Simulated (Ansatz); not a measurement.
One stationary structure of Li. Computed with r2SCAN (plane waves to 500 eV, PAW, scalar-relativistic; Ansatz, a first-principles code).

```
CELL_PARAMETERS angstrom
      0.00000     2.18786     2.18786
      2.18786     0.00000     2.18786
      2.18786     2.18786     0.00000
ATOMIC_POSITIONS crystal
  Li 0.00000 0.00000 0.00000
```

**Question.** Find the space group and the Wyckoff positions (tolerance 0.01 Å).

**Answer.** Space group Fm-3m (No. 225); a = b = c = 4.3757 Å, α = β = γ = 90.00°

```tsv
atom	site	symmetry	x	y	z
Li	4a	m-3m	0.0000	0.0000	0.0000
```

This is the fcc (Cu type).

**Question.** Give the shortest distances between elements (the closest pairs, up to four, under 3.6 Å).

**Answer.** Li–Li 3.09 Å.

```json
{
  "volume_per_atom": "20.95 Å³",
  "band_gap": "no gap (metallic)"
}
```

No spin polarisation in the result.

The run could not lose the symmetry of its start.

The relaxed structure has the type that Li is known to take under pressure; here it was relaxed at zero pressure, from a generated start.
